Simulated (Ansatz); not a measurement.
## HfN under strain: ¹⁷⁹Hf nuclear quadrupole resonance

Cell: a structure deposited in the COD, relaxed with PBE at fixed cell and then changed (z compressed by 1 %, ions relaxed).

```
Hf N
1.0
     0.00000    2.25900    2.23641
     2.25900    0.00000    2.23641
     2.25900    2.25900    0.00000
Hf N
1 1
Direct
  0.00000 0.00000 0.00000
  0.50000 0.50000 0.50000
```

Sites (sets of like atoms) are named by element and the number of their first atom in this list.

All values are calculated (Ansatz; DFT, PBE, plane waves and PAW, scalar-relativistic, 420 eV cutoff, Γ-centred 18×18×18 k-points, Fermi–Dirac smearing 0.05 eV), not measured.

¹⁷⁹Hf: I = 9/2, Q = 3793 mb (year-2017 value). Static lattice, zero field.

Problem. The simulated lines lie at 17.3, 34.6, 51.9, 69.2 MHz. What are |C_Q|, η and |V_zz| at Hf?

Solution. For I = 9/2 and η = 0 the lines are |C_Q|/24 times 1, 2, 3 and 4; η shifts the lowest up most. Here |C_Q| = 415 MHz, η = 0.00 and |V_zz| = 4.53 × 10²¹ V/m². The calculation gives V_zz negative; the lines don't show the sign. The site has 6 N at 2.24–2.26 Å.

An axis of threefold or higher order runs through Hf, so V_zz lies along it and η is zero.

With no gap above 0.1 eV, as in a metal, the gradients converge slowly in k; expect changes of a tenth or more on a denser mesh. Without spin–orbit coupling the gradients at and beside Hf can be off by some per cent, at some sites by more. At this changed cell the PBE pressure is 8 GPa.
